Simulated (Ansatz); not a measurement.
An element in the diamond structure gives these cold pressures by all-electron LAPW under LDA (Ansatz 0.2.0, scalar-relativistic, no spin polarisation).

```
V (Å³/atom)  P (GPa)
      26.35     0.03
      24.24     8.51
      22.13     22.9
      20.02     47.3
      17.91     89.5
      15.81    164.0
      13.70    301.2
      11.86    523.7
```

**Question.** Which element is it?

**Answer.** Au. Its zero-pressure volume in this structure is near 26.3 Å³/atom; the volume and the steepness of P(V) together point to it, though neighbours can come close. Neighbours weren't tried against these numbers.
